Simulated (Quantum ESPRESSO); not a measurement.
**Kohn-Sham bands of Mg$_{2}$ZnO$_{3}$ (P-3m1)**

```
Mg2ZnO3
1.0
    3.03300     0.00000     0.00000
   -1.51650     2.62666     0.00000
    0.00000     0.00000     7.40332
Mg Zn O
2 1 3
Direct
  0.33333   0.66667   0.66580
  0.66667   0.33333   0.33420
  0.00000   0.00000   0.00000
  0.33333   0.66667   0.17262
  0.66667   0.33333   0.82738
  0.00000   0.00000   0.50000
```

Cell from Materials Project (mp-1222123), symmetrised, no further relaxation. Not found in the COD (Crystallography Open Database) copy used; not checked further. Method: PBEsol plane waves in Quantum ESPRESSO 7.5 (PseudoDojo norm-conserving files, 68 Ry, no spin polarisation, no spin-orbit coupling), Bloch states on a 6×6×4 mesh through Γ, Wannier90 4.0.1. Density: 12×12×4 mesh, cold smearing 0.01 Ry.

Problem. List the Kohn-Sham levels between −8 and 5.8 eV relative to the valence-band maximum at the high-symmetry points, as a band run of pw.x on that density gives them (levels within 2 meV counted together).

Solution. 
| point | k (reciprocal lattice) | levels (eV) |
|---|---|---|
| Γ | 0.000 0.000 0.000 | -5.54, -4.78 (×2), -4.22 (×2), -3.88, -3.39, -0.90 (×2), -0.45, -0.42 (×2), -0.09 (×2), 2.84 |
| M | 0.500 0.000 0.000 | -5.78, -4.87, -4.74, -4.58, -4.32, -4.20, -3.98, -3.28, -1.90, -1.83, -1.62, -1.13, -0.75, -0.37 |
| K | 0.333 0.333 0.000 | -5.07 (×2), -4.84, -4.57 (×2), -3.53, -3.46, -3.14 (×2), -2.71 (×2), -1.29, -0.63 (×2) |
| A | 0.000 0.000 0.500 | -5.84, -4.78 (×2), -4.22 (×2), -3.81, -2.03, -2.00, -0.73 (×2), -0.68 (×2), 0.00 (×2), 3.95, 5.14 |
| L | 0.500 0.000 0.500 | -5.89, -4.99, -4.74, -4.34, -4.31, -3.98, -3.88, -3.25, -2.47, -1.90, -1.73, -1.31, -0.29, -0.25 |
| H | 0.333 0.333 0.500 | -5.08 (×2), -4.96, -4.57 (×2), -3.57, -3.39 (×2), -3.07, -2.24 (×2), -1.58, -0.89 (×2) |
